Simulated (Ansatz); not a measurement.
A generator proposed this cell of Sn2Te3Pt.

```
Sn Te Pt
1.0
     6.36859    0.00000    0.00000
     0.00000    6.36859    0.00000
     0.00000    0.00000    5.27128
Sn Te Pt
2 3 1
Direct
  0.00000 0.50000 0.50000
  0.50000 0.00000 0.50000
  0.00000 0.00000 0.50000
  0.50000 0.50000 0.00000
  0.00000 0.00000 0.00000
  0.50000 0.50000 0.50000
```

Level of theory: DFT PBE, scalar-relativistic, plane waves, PAW in Ansatz. Cutoff 420 eV; k points 4×4×4 on the computed 6-atom cell (Γ-centred); Gaussian smearing, width 0.10 eV; no spin polarisation.

The zero of energy is the elements' standard structures at the same level; no fitted shifts are applied. The references include grey tin.

**Question.** Estimate its pressure, forces and energy as it stands.

**Answer.** The pressure is -0.1 GPa (the mean over three directions, positive in compression), the largest force is 0.00 eV/Å (symmetry fixes the atoms), and the energy is +0.40 eV/atom against the elements. The shortest distance is 2.64 Å.

**Question.** Is it a good guess?

**Answer.** A rough one: relaxing gains about 0.20 eV/atom (the start's value is from the coarse mesh, so the gain is rough) in 10 ionic steps and ends at +0.20 eV/atom on the finer mesh. The symmetry stays P4/mmm (No. 123). The volume per atom shrinks by 9.7 %, from 35.6 to 32.2 Å³. The shortest distance goes from 2.64 Å (Te–Pt and Te–Te) to 2.83 Å (Te–Pt and Te–Te). The ratio c/a of the conventional cell changes by a factor of 1.17. Conventional cell: a = 5.836 Å, c = 5.667 Å. Sn has 2 Pt at 2.92 Å and 2 Te at 2.92 Å; Te on its first site has 2 Te at 2.83 Å and 4 Sn at 2.92 Å; around Pt lie 2 Te at 2.83 Å and 4 Sn at 2.92 Å; 2 more sites not described.

The last run used a 6×6×8 mesh (in the run's order of axes) for its 6-atom cell and Gaussian smearing of 0.10 eV. These runs have no spin–orbit coupling, which can matter for Pt and Te. The reference form of Te is held partly by dispersion forces, which this level lacks. The relaxation can't lower the symmetry of the start, and the grade says only how near the guess is to its own end. Symmetry constrained the relaxation, so the result can be a saddle point. Another cell of Sn2Te3Pt relaxed alike, in R-3m, lies 197 meV/atom lower, so this cell isn't the stable form at this level.
